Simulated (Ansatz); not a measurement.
NiGe2:
```yaml
crystal:
  lattice:
    - [0.00000, 3.96204, 4.91661]
    - [2.35079, 0.00000, 4.91661]
    - [2.35079, 3.96204, 0.00000]
  atoms:
    - { symbol: Ge, position: [0.67128, 0.32872, 0.67128] }
    - { symbol: Ge, position: [0.32872, 0.67128, 0.32872] }
    - { symbol: Ge, position: [0.57872, 0.92128, 0.57872] }
    - { symbol: Ge, position: [0.92128, 0.57872, 0.92128] }
    - { symbol: Ni, position: [0.00000, 0.00000, 0.00000] }
    - { symbol: Ni, position: [0.25000, 0.25000, 0.25000] }
```

Relaxed with PBE. Special points in fractions of this cell's reciprocal vectors: Γ (0.000, 0.000, 0.000); Y (0.500, 0.000, 0.500); T (1.000, 0.500, 0.500); Z (0.500, 0.500, 0.000); Σ0 (0.000, 0.395, 0.395); U0 (1.000, 0.605, 0.605); C0 (0.500, 0.219, 0.719); A0 (0.500, 0.781, 0.281); L (0.500, 0.500, 0.500).

Task: List the band energies nearest the Fermi level at these points for plane-wave PAW PBE (Ansatz code).

Result: In eV from the Fermi level; about four levels below and three above (degenerate sets whole), none deeper than 8.9 eV; points with the same levels are listed once.

| k | below | above |
|---|---|---|
| Γ | -0.32 -0.11 -0.04 -0.01 | 0.03 0.55 1.65 |
| Y | -0.71 -0.71 -0.37 -0.37 | 4.41 4.41 4.84 4.84 |
| T | -1.14 -1.14 -0.25 -0.25 | 1.81 1.81 3.43 3.43 |
| Z | -0.30 -0.30 -0.19 -0.19 | 0.48 0.48 1.22 1.22 |
| Σ0 | -1.84 -1.84 -1.18 -1.17 -0.50 | 0.42 1.84 2.07 |
| C0 | -1.19 -1.19 -0.55 -0.55 | 1.37 1.37 1.77 1.77 |
| L | -1.26 -1.14 -0.96 -0.37 | 0.39 0.89 2.94 |

Space group Fddd. A made-up cell: these elements were put on the sites of a structure type; neither database checked (COD, Materials Project) lists it. Its standing as an ambient phase is unchecked. The cell was relaxed with PBE under the symmetry of its start; whether a distortion lowers the energy is not shown. The workflow began spin-polarised and lost its moments. Scalar-relativistic: spin–orbit coupling is off unless named, which matters more the heavier the elements.

Potentials: the later of the program's two PAW sets.
